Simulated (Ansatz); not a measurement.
Given:

ZnSnO₃:
```yaml
crystal:
  lattice:
    - [2.63904, 1.52365, 4.67033]
    - [-2.63904, 1.52365, 4.67033]
    - [0.00000, -3.04730, 4.67033]
  atoms:
    - { symbol: Zn, position: [0.29497, 0.29497, 0.29497] }
    - { symbol: Zn, position: [0.79497, 0.79497, 0.79497] }
    - { symbol: Sn, position: [0.01257, 0.01257, 0.01257] }
    - { symbol: Sn, position: [0.51257, 0.51257, 0.51257] }
    - { symbol: O, position: [0.72146, 0.11606, 0.40523] }
    - { symbol: O, position: [0.40523, 0.72146, 0.11606] }
    - { symbol: O, position: [0.11606, 0.40523, 0.72146] }
    - { symbol: O, position: [0.90523, 0.61606, 0.22146] }
    - { symbol: O, position: [0.22146, 0.90523, 0.61606] }
    - { symbol: O, position: [0.61606, 0.22146, 0.90523] }
```

This is the PBEsol-relaxed structure. x, y and z are the axes in which the lattice vectors are written.

Task: All from PBEsol in the plane-wave PAW code Ansatz, unless another level is named. Estimate the hole effective mass, band 2 of 2 at the edge.

Result: 0.91 along x, 13 along z (mₑ).

Task: Next, the HSE06 gap on the PBEsol cell?

Result: 3.05 eV.

Task: And the electron effective mass with spin–orbit coupling?

Result: 0.19 mₑ (isotropic).

Task: And the valence-band maximum?

Result: at Γ.

Space group R3c. Symmetry was held in the PBEsol relaxation. Scalar-relativistic: spin–orbit coupling is off unless named, which matters more the heavier the elements.

Potentials: the later of the program's two PAW sets.
